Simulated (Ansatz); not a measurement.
Given:

BaGaHO2 in space group P4/mmm (No. 123; Ba on 1d, Ga on 1a, O on 2f, H on 1b), a = 3.9758 Å, b = 3.9758 Å, c = 3.8471 Å, α = 90.00°, β = 90.00°, γ = 90.00°.

This is the PBEsol-relaxed structure.

Q: All from PBEsol in the plane-wave PAW code Ansatz, unless another level is named. Predict the band gap.

A: 0.35 eV (indirect).

Q: And the electron effective mass with spin–orbit coupling?

A: 0.068, 0.18, 0.18 mₑ (principal values).

Q: And the formation energy from the elements (no fitted shifts)?

A: -1.73 eV/atom.

The start of the workflow was typed in or built on a structure type; neither database checked (COD, Materials Project) lists it. Whether it is the stable phase at ambient conditions was not checked. The cell was relaxed with PBEsol under the symmetry of its start; phonons show weakly imaginary modes. The references are the lowest solids computed at this level, not always the standard phases (solids in place of the gases). Scalar-relativistic: spin–orbit coupling is off unless named, which matters more the heavier the elements.

Potentials: the earlier of the program's two PAW sets. The files were generated under PBE; for other functionals the program regenerates the frozen cores, and for LDA and PBEsol the local potential too.
